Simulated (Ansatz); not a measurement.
Ga₄SnS₇: a ladder of calculations

Cell of run 1: a measured structure from the Crystallography Open Database (COD), atoms as given.

```cif
data_Ga4SnS7
_symmetry_space_group_name_H-M 'Pc'
_symmetry_Int_Tables_number 7
_cell_length_a 7.2690
_cell_length_b 6.3610
_cell_length_c 12.4080
_cell_angle_alpha 90.000
_cell_angle_beta 106.556
_cell_angle_gamma 90.000
loop_
_atom_site_label
_atom_site_type_symbol
_atom_site_symmetry_multiplicity
_atom_site_Wyckoff_symbol
_atom_site_fract_x
_atom_site_fract_y
_atom_site_fract_z
Ga1 Ga 2 a 0.3769 0.4225 0.3316
Ga3 Ga 2 a 0.6331 0.9243 0.3240
Ga5 Ga 2 a 0.4994 0.7512 0.5656
Ga7 Ga 2 a 0.1256 0.9373 0.3218
Sn Sn 2 a 0.9754 0.6199 0.5194
S11 S 2 a 0.0869 0.2716 0.2593
S13 S 2 a 0.7350 0.9353 0.5166
S15 S 2 a 0.6083 0.2634 0.2609
S17 S 2 a 0.3424 0.7551 0.2504
S19 S 2 a 0.2171 0.9308 0.5149
S21 S 2 a 0.8583 0.7348 0.2755
S23 S 2 a 0.4936 0.4135 0.5170
```

One atom of each set is listed.

Relaxed positions (PBE, cell held):

Ga1 (0.3763, 0.4237, 0.3309)
Ga3 (0.6327, 0.9251, 0.3246)
Ga5 (0.4995, 0.7529, 0.5655)
Ga7 (0.1252, 0.9383, 0.3218)
Sn (0.9743, 0.6200, 0.5191)
S11 (0.0835, 0.2744, 0.2579)
S13 (0.7362, 0.9407, 0.5181)
S15 (0.6118, 0.2662, 0.2617)
S17 (0.3409, 0.7561, 0.2477)
S19 (0.2166, 0.9356, 0.5160)
S21 (0.8581, 0.7318, 0.2762)
S23 (0.4967, 0.4134, 0.5175)

All runs are DFT with Ansatz 0.2.0 (plane waves and PAW, scalar-relativistic unless spin–orbit coupling is named, Γ-centred meshes, Fermi–Dirac smearing where given) in this cell.

Run 1: PBE, atoms as given; 420 eV, 4×5×3 k-points, smearing 0.02 eV.
Run 2: PBE, atoms relaxed; 420 eV, 4×5×3 k-points, smearing 0.02 eV.
Run 3: r2SCAN, at the relaxed atoms; 500 eV, 4×5×3 k-points, smearing 0.02 eV.
Run 4: PBE with spin–orbit coupling, at the relaxed atoms; 420 eV, 4×5×3 k-points, smearing 0.02 eV.

| run | Sn V_zz (η) | S13 V_zz (η) | S15 V_zz (η) | S17 V_zz (η) | S19 V_zz (η) |
| --- | --- | --- | --- | --- | --- |
| 1 | -14.48 (0.54) | -5.97 (0.60) | -9.47 (0.10) | -8.81 (0.07) | -6.40 (0.72) |
| 2 | -13.61 (0.39) | -5.44 (0.64) | -8.86 (0.11) | -8.17 (0.08) | -6.05 (0.80) |
| 3 | -14.65 (0.37) | -5.31 (0.62) | -8.72 (0.12) | -8.09 (0.09) | -5.96 (0.79) |
| 4 | ? | ? | ? | ? | ? |

V_zz in 10²¹ V/m²; 5 of the 12 sets of like atoms are followed.

Task: Estimate the row of run 4.

Result: Sn: -13.66 (0.39); S13: -5.43 (0.63); S15: -8.86 (0.11); S17: -8.17 (0.08); S19: -6.04 (0.80). It lies nearest to run 2, from whose tensors on these sites it differs by 0.06 at most (largest principal value of the difference, on S13). Taken one at a time, the positions of the atoms (as given or relaxed) move the tensors on these sites by up to 1.71 (largest principal value of the change, on Sn), the functional (r2SCAN with its higher cutoff) by 1.07 (Sn), spin–orbit coupling by 0.06 (S13).

With these PAW files V_zz is typically within 2 to 3 % of all-electron values, but misses above 10 % occur on Sn. In runs 1, 3 the atoms aren't at the calculated equilibrium (largest force 0.28, 0.33 eV/Å).
